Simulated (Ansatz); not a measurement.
## Rb$_{2}$NbBr$_{2}$: reading a single point

```xyz
10
Lattice="0.0000 0.0000 6.8463 7.6565 0.0000 0.0000 3.8283 7.1394 -3.4231" Properties=species:S:1:pos:R:3 pbc="T T T"
Rb    2.5979    2.1066    0.0000
Rb    8.8869    5.0329    3.4231
Rb    6.4261    5.0329    0.0000
Rb    5.0587    2.1066    3.4231
Br    5.2845    5.6761    3.4231
Br    6.2002    1.4633    0.0000
Br    1.4563    1.4633    3.4231
Br   10.0285    5.6761    0.0000
Nb    0.0000    0.0000    1.7116
Nb    0.0000    0.0000    5.1347
```

The numbers come from plane-wave PAW DFT (Ansatz): PBE, no spin polarisation, 420 eV, 4×4×4 Γ-centred k points, fermi-dirac occupations (width 0.0111 eV). Nothing was relaxed.

What happens at the Fermi level?

It is a metal, with about 9.5 states/eV a cell as the mean within 0.25 eV of the Fermi level, mostly Nb d (64 %) and Rb s (14 %).

What do density and ELF say about some of the short contacts?

Br–Nb at 2.68 Å: least valence density 0.34 e/Å³ and ELF 0.19 there. Rb–Br at 3.58 Å: least valence density 0.06 e/Å³ and ELF 0.04 there. Rb–Nb at 3.76 Å: least valence density 0.07 e/Å³ and ELF 0.11 there. These are pseudo-fields; inside the PAW spheres they differ from the all-electron ones.

Where is the largest force?

The largest is on Br6 (and as large on other atoms): 0.09 eV/Å, components (-0.06, -0.07, 0.00). It makes 87° with the line to a nearest neighbour, Nb10 at 2.68 Å.

What is the formation energy?

-0.22 eV an atom against the elements' usual phases (free molecules for gases, crystals otherwise, with no correction for O₂ or N₂), so it is bound against them; other compounds may still compete. Relaxing would lower it.

Give the Bader charges.

Bader charges in e: Rb +0.65, Nb +0.60, Br -0.95. In the mean Rb gives up most and Br takes most.

What does the stress say?

The pressure is -0.4 GPa (compression positive), so with the atoms held at these fractions the cell is close to zero pressure. The principal stresses -2.9, 0.5, 1.3 GPa differ, so its shape would change too.

Origin: a known structure type with other elements, at an estimated volume, so it need not be a known compound. Caveats: many states at the Fermi level without spin polarisation, so a magnetic state may lie lower.
